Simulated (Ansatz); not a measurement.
**Notes on NaNbGeO₅**

```xyz
16
Lattice="3.4546 4.5011 0.0000 3.4546 -4.5011 0.0000 3.1376 0.0000 -6.7997" Properties=species:S:1:pos:R:3 pbc="T T T"
Na    4.2390   -1.6114   -1.6999
Na    5.8078    1.6114   -5.0998
O     4.2390   -3.9430   -1.6999
O     5.8078    3.9430   -5.0998
Ge    5.8078   -1.6357   -5.0998
Ge    4.2390    1.6357   -1.6999
O     6.6379   -0.4501   -4.0390
O     4.9776   -0.4501   -6.1605
O     3.4088    0.4501   -2.7607
O     5.0691    0.4501   -0.6392
Nb    0.0000    0.0000    0.0000
Nb    1.5688    0.0000   -3.3998
O     6.8965   -2.7007   -6.0517
O     4.7190   -2.7007   -4.1478
O     3.1502    2.7007   -0.7480
O     5.3277    2.7007   -2.6519
```

Method: r2SCAN, no spin polarisation; PAW, plane waves to 500 eV, 5×5×4 Γ-centred mesh, gaussian occupations (width 0.0127 eV) (Ansatz 0.2.0), atoms fixed.

**Question.** What do density and ELF say about some of the short contacts?

**Answer.** Ge–O at 1.79 Å: least valence density 0.97 e/Å³ and ELF 0.46 there. O–Nb at 1.95 Å: least valence density 0.93 e/Å³ and ELF 0.26 there. Na–O at 2.33 Å: least valence density 0.14 e/Å³ and ELF 0.02 there, a closed-shell (ionic or weak) contact. Both are smooth PAW fields, read partly inside the augmentation spheres.

**Question.** What is the band gap?

**Answer.** The gap on the k mesh is 3.13 eV; the mesh may miss the band edges, so the true gap of this level can be smaller.

**Question.** What is the formation energy?

**Answer.** -2.37 eV an atom against the elements' usual phases (free molecules for gases, crystals otherwise, with no correction for O₂ or N₂), so it is bound against them; other compounds may still compete. Relaxing would lower it.

**Question.** Is the cell too large or too small?

**Answer.** The pressure is -3.8 GPa (compression positive), so with the atoms held at these fractions the cell would first shrink; the forces are large, so a full relaxation may end otherwise. The principal stresses -4.6, -4.3, -2.5 GPa differ, so its shape would change too.

Origin: a known structure type with other elements, at an estimated volume, so it need not be a known compound. Caveats: an odd or shifted mesh can miss the band edges, so this level's true gap may be smaller; atoms or cell far from equilibrium.
